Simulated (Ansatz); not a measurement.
## Bands of ZnAu

```xyz
2
Lattice="3.1470 0.0000 0.0000 0.0000 3.1470 0.0000 0.0000 0.0000 3.1470" Properties=species:S:1:pos:R:3 pbc="T T T"
Zn    1.5735    1.5735    1.5735
Au    0.0000    0.0000    0.0000
```

Atoms are numbered in the order listed.

The conventional cell has a = 3.147 Å, b = 3.147 Å, c = 3.147 Å, α = 90.00°, β = 90.00°, γ = 90.00°. Around Zn (atom 1) lie 8 Au at 2.73 Å. Au (atom 2) has 8 Zn at 2.73 Å as nearest neighbours.

The cell is COD entry 1510322, as deposited and not checked against the literature; nothing was relaxed.

No spin–orbit coupling, which matters for the heavy atoms here.

The calculation used Ansatz 0.2.0, DFT, PBEsol, all-electron LAPW, scalar-relativistic.

Sampling and basis: a Γ-centred 13×13×13 k mesh, Fermi–Dirac smearing of 0.05 eV, basis error target 0.5 meV/atom, no spin polarisation.

Points in fractions of the reciprocal vectors of this cell: Γ (0, 0, 0), X (0, 0.5, 0), M (0.5, 0.5, 0), R (0.5, 0.5, 0.5). The path joins them by straight lines in the order Γ–X–M–Γ–R–X–R–M; legs that retrace an earlier one aren't tabulated. Energies are in eV from the Fermi level.

**Question.** Metal or insulator at this level of theory?

**Answer.** No gap opens: metallic or semimetallic.

**Question.** Tabulate bands 28 to 34, counted from the lowest band of the run, along the path.

**Answer.** 
```tsv
k (1/Å)	point	band 28	band 29	band 30	band 31	band 32	band 33	band 34
0.00	Γ	-5.45	-3.75	-3.75	-3.75	4.90	4.90	4.90
0.14		-5.42	-3.82	-3.82	-3.76	4.17	5.07	5.07
0.29		-5.35	-4.01	-4.01	-3.78	2.72	5.57	5.57
0.43		-5.26	-4.27	-4.27	-3.81	1.18	6.33	6.33
0.57		-5.18	-4.53	-4.53	-3.85	-0.25	7.31	7.31
0.71		-5.19	-4.75	-4.75	-3.88	-1.41	8.45	8.45
0.86		-5.36	-4.90	-4.90	-3.91	-2.15	9.72	9.72
1.00	X	-5.50	-4.95	-4.95	-3.92	-2.40	10.32	11.05
1.14		-5.71	-4.90	-4.68	-3.93	-2.39	9.18	9.65
1.28		-5.60	-4.77	-4.21	-3.96	-2.36	7.58	7.79
1.43		-5.33	-4.59	-4.00	-3.70	-2.32	5.96	6.07
1.57		-4.93	-4.41	-4.04	-3.16	-2.27	4.22	4.71
1.71		-4.27	-4.24	-4.07	-2.65	-2.20	2.64	3.58
1.85		-4.14	-4.09	-3.53	-2.24	-2.13	1.36	2.77
2.00	M	-4.10	-4.10	-3.17	-2.07	-2.07	0.79	2.47
2.20		-4.17	-4.08	-3.66	-3.08	-1.42	1.42	3.26
2.40		-4.33	-4.32	-4.30	-4.05	-0.30	1.74	5.58
2.60		-4.85	-4.80	-4.45	-3.99	0.94	1.97	8.36
2.80		-5.12	-4.76	-4.40	-3.91	2.23	2.40	7.48
3.00		-5.32	-4.29	-4.17	-3.83	3.14	3.48	6.17
3.21		-5.42	-3.90	-3.88	-3.77	4.20	4.48	5.24
3.41	Γ	-5.45	-3.75	-3.75	-3.75	4.90	4.90	4.90
3.66		-5.43	-4.00	-3.85	-3.85	4.21	4.65	4.65
3.90		-5.33	-4.47	-4.11	-4.11	3.37	4.09	4.09
4.15		-5.14	-4.52	-4.46	-4.46	2.87	3.54	3.54
4.40		-5.29	-4.35	-4.35	-3.66	2.56	3.21	3.21
4.64		-5.79	-3.81	-3.81	-1.80	2.22	3.17	3.17
4.89		-6.25	-3.31	-3.31	0.75	1.73	3.42	3.42
5.14	R	-6.48	-3.12	-3.12	1.33	3.50	3.67	3.67
5.34		-6.32	-3.31	-3.19	1.42	1.61	2.83	4.04
5.54		-6.01	-3.78	-3.43	-0.16	0.60	2.88	4.92
5.74		-5.67	-4.36	-3.83	-1.36	-0.83	4.04	5.40
5.94		-5.37	-4.91	-4.07	-2.19	-1.99	5.60	6.23
6.15		-5.38	-5.14	-4.02	-3.40	-2.27	7.38	7.51
6.35		-5.71	-5.00	-4.39	-3.94	-2.38	9.16	9.28
6.55	X	-5.50	-4.95	-4.95	-3.92	-2.40	10.32	11.05
7.96	R	-6.48	-3.12	-3.12	1.33	3.50	3.67	3.67
8.10		-6.40	-3.25	-3.12	1.41	2.49	3.10	3.10
8.25		-6.17	-3.60	-3.13	1.62	1.75	2.07	2.07
8.39		-5.83	-4.05	-3.14	0.99	0.99	1.29	1.89
8.53		-5.38	-4.48	-3.15	-0.03	-0.03	1.03	2.13
8.67		-4.86	-4.81	-3.16	-0.97	-0.97	0.88	2.32
8.82		-4.35	-4.35	-3.17	-1.73	-1.73	0.81	2.43
8.96	M	-4.10	-4.10	-3.17	-2.07	-2.07	0.79	2.47
```
